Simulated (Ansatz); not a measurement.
AlBO₃ (space group R-3c)

```
CELL_PARAMETERS angstrom
      2.23765     1.29191     4.57921
     -2.23765     1.29191     4.57921
      0.00000    -2.58382     4.57921
ATOMIC_POSITIONS crystal
  Al 0.50000 0.50000 0.50000
  Al 0.00000 0.00000 0.00000
  B  0.75000 0.75000 0.75000
  B  0.25000 0.25000 0.25000
  O  0.75000 0.44126 0.05874
  O  0.25000 0.55874 0.94126
  O  0.05874 0.75000 0.44126
  O  0.94126 0.25000 0.55874
  O  0.44126 0.05874 0.75000
  O  0.55874 0.94126 0.25000
```

The slice is a (-1 1 0 4) plane (indices of the conventional cell) through the point (0.941, 0.250, 0.559) (fractional), spanned by u = [1 0 -1] and v = [1 -1 1] in vectors of this cell: u (4.48 Å) and v (6.90 Å, at 90° to u). It covers one period; positions are fractions (u, v).

These are PBEsol (plane waves to 420 eV, PAW, scalar-relativistic; Ansatz, a program for electronic structure) values and carry that method's errors. k mesh 9×9×9. Inside the PAW spheres the values are not all-electron values, and peaks at nuclei hang on which shells count as valence. AlBO3 was relaxed with its symmetry unable to fall.

Three fields on this plane, each scaled to ten steps between its own extremes (0 low, 9 high; the total valence density on a logarithmic scale, the potential cut 8 eV below its top; x marks points blanked near nuclei; v = 0 in the bottom row):

Map A
```
|xx02xxx20000000x|
|x0039x8300000012|
|0002563100000011|
|0001210000000x00|
|100000000010xxx0|
|11000000011xxxxx|
|100000000010xxx0|
|0000122100000x00|
|0001465200011000|
|00039x9300x21000|
|0002xxx2xxxx0000|
|000xxxxxxxxxx000|
|0002xxx2xxxx0000|
|00039x9300x21000|
|0001465200011000|
|0000122100000x00|
|100000000010xxx0|
|11000000011xxxxx|
|100000000010xxx0|
|0001210000000x00|
|0002563100000011|
|x0039x8300000012|
|xx02xxx20000000x|
|xxxxxxxx000000xx|
```

Map B
```
|xx41xxx01210003x|
|x3102x4102100024|
|1100268511110001|
|0000159941000x00|
|000002564100xxx0|
|01221012210xxxxx|
|014652000000xxx0|
|0149941000000x00|
|1116851001110001|
|11014x1014x41001|
|1210xxx1xxxx3000|
|111xxxxxxxxxx000|
|1210xxx1xxxx3000|
|11014x1014x41001|
|1116851001110001|
|0149941000000x00|
|014652000000xxx0|
|01221012210xxxxx|
|000002564100xxx0|
|0000159941000x00|
|1100268511110001|
|x3102x4102100024|
|xx41xxx01210003x|
|xxxxxxxx111000xx|
```

Map C
```
|xx00xxx01677750x|
|x0000x0025643200|
|2453101134300000|
|0467766553000x00|
|026899875100xxx0|
|02689998610xxxxx|
|026789986200xxx0|
|0355567764000x00|
|3421101454200000|
|65200x0000x01235|
|7500xxx0xxxx0577|
|850xxxxxxxxxx688|
|7500xxx0xxxx0577|
|65200x0000x01235|
|3421101454200000|
|0355567764000x00|
|026789986200xxx0|
|02689998610xxxxx|
|026899875100xxx0|
|0467766553000x00|
|2453101134300000|
|x0000x0025643200|
|xx00xxx01677750x|
|xxxxxxxx068885xx|
```

Question: Assign the maps to these fields: density of the lowest conduction band (whole band as if filled, smooth part); density of the highest valence band (whole band, smooth part); electrostatic potential energy of an electron, from the cell's mean.

Answer: A is the density of the lowest conduction band (whole band as if filled, smooth part); B is the density of the highest valence band (whole band, smooth part); C is the electrostatic potential energy of an electron, from the cell's mean.
